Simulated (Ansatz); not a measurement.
Total density of states per atom from r²SCAN in the plane-wave PAW code Ansatz, in 0.25 eV bins, energy from the Fermi level:

```
E (eV) | states/eV/atom
    -7.85 | ## 0.18
    -7.60 | ### 0.23
    -7.35 | ### 0.24
    -7.10 | #### 0.30
    -6.85 | ###### 0.45
    -6.60 | ###### 0.44
    -6.35 | ###### 0.47
    -6.10 | ####### 0.50
    -5.85 | ###### 0.46
    -5.60 | ####### 0.50
    -5.35 | ###### 0.44
    -5.10 | ##### 0.38
    -4.85 | ##### 0.35
    -4.60 | ##### 0.35
    -4.35 | ####### 0.52
    -4.10 | ######## 0.59
    -3.85 | ############# 0.95
    -3.60 | ########################### 1.96
    -3.35 | ################ 1.14
    -3.10 | ######### 0.66
    -2.85 | ############ 0.85
    -2.60 | ################# 1.20
    -2.35 | ############################ 2.01
    -2.10 | ############################## 2.15
    -1.85 | ################# 1.25
    -1.60 | ############################## 2.15
    -1.35 | ############################ 2.02
    -1.10 | ################## 1.27
    -0.85 | #### 0.30
    -0.60 | ############## 0.97
    -0.35 | ############ 0.83
    -0.10 | ###### 0.43
     0.15 | ###### 0.43
     0.40 | #### 0.30
     0.65 | ## 0.14
     0.90 | ###### 0.46
     1.15 | ######### 0.68
     1.40 | #### 0.31
     1.65 | #### 0.29
     1.90 | ### 0.20
     2.15 | ## 0.14
     2.40 | ## 0.16
     2.65 | ### 0.18
     2.90 | #### 0.29
     3.15 | ######## 0.59
     3.40 | ######## 0.57
     3.65 | ######## 0.55
     3.90 | ###### 0.42
     4.15 | #### 0.32
     4.40 | #### 0.26
     4.65 | ### 0.22
```

Pick the material that matches.
(A) C, P-3m1 (Pearson symbol hP18)
(B) Nb2SnC, P6_3/mmc (Nb on 4f, Sn on 2d, C on 2a)
(C) Ga2O3, corundum
(D) GaNi3C, anti-perovskite

D, GaNi3C, anti-perovskite. Within 0.5 eV of the Fermi level: Ni 3d 70 %, C 2p 14 %, Ga 4p 9 %. Projections are on Löwdin-orthogonalised atomic valence shells; empty p or d shells of many metals are not among them.

Space group Pm-3m (anti-perovskite). A made-up cell: these elements were put on the sites of a structure type; the Crystallography Open Database copy checked does not list it. Its standing as an ambient phase is unchecked. Symmetry was held in the r²SCAN relaxation; its stability against distortions is not shown here. The workflow began spin-polarised and lost its moments. Scalar-relativistic: spin–orbit coupling is off unless named, which matters more the heavier the elements.

Potentials: the later of the program's two PAW sets.
